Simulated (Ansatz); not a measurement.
Computed with DFT PBE, scalar-relativistic, plane waves, PAW in Ansatz. Settings: cutoff 420 eV, Γ-centred meshes spaced at most about 0.3 Å⁻¹, and about 0.25 Å⁻¹ or finer for metals (2π included), Gaussian smearing. No spin polarisation in the final relaxations.

These are static total energies at zero pressure. All come from trial cells, and lower structures may exist.

Question: These unrelaxed guesses for GeF5 are each relaxed within their symmetry. Order them by the energy at which they end, lowest first.
1.

```
Ge F
1.0
     2.67883    1.54662    3.03704
    -2.67883    1.54662    3.03704
     0.00000   -3.09325    3.03704
Ge F
1 5
Cartesian
  0.0000 0.0000 0.0000
  0.0000 -1.5466 1.5185
  1.3394 0.7733 1.5185
  -1.3394 0.7733 1.5185
  0.0000 0.0000 1.9004
  0.0000 0.0000 7.2107
```

2.

```
Ge F
1.0
     1.87115   -5.49229    0.00000
     1.87115    5.49229    0.00000
     0.00000    0.00000    3.73695
Ge F
1 5
Cartesian
  0.0000 0.0000 0.0000
  1.8711 1.7951 0.0000
  1.8711 -1.7951 0.0000
  1.8711 0.0000 1.8685
  1.8711 -3.6707 1.8685
  1.8711 3.6707 1.8685
```

3.

```
Ge F
1.0
     2.80703    0.00000    0.00000
    -1.40352    2.43096    0.00000
     0.00000    0.00000   14.18476
Ge F
1 5
Direct
  0.00000 0.00000 0.00000
  0.66667 0.33333 0.83495
  0.00000 0.00000 0.66732
  0.66667 0.33333 0.50000
  0.00000 0.00000 0.33268
  0.66667 0.33333 0.16505
```

4.

```
Ge F
1.0
     4.45626    0.00000    0.00000
    -2.22813    3.85923    0.00000
     0.00000    0.00000    4.43025
Ge F
1 5
Direct
  0.00000 0.00000 0.50000
  0.67000 0.00000 0.00000
  0.33000 0.33000 0.00000
  0.00000 0.67000 0.00000
  0.66667 0.33333 0.50000
  0.33333 0.66667 0.50000
```

Answer: 1 (ends in R-3m, 0 meV/atom), 4 (ends in P-62m, 192 meV/atom), 2 (ends in Cmmm, 0.37 eV/atom), 3 (ends in P-6m2, 0.92 eV/atom).

Weakly bound directions are ill-defined at this level, which has no dispersion term (P-62m, Cmmm, P-6m2), and this can change margins and order among such cells. In R-3m, P-62m, Cmmm, P-6m2 an odd number of electrons in the primitive cell allows no gap without spin; a larger cell or a magnetic state could open one. A magnetic state wasn't ruled out in cells without spin, among them P-62m, Cmmm, P-6m2. Cells relaxed within their symmetry can be saddle points. Some types were kept out of the candidates beforehand, so the set may lack a known form.
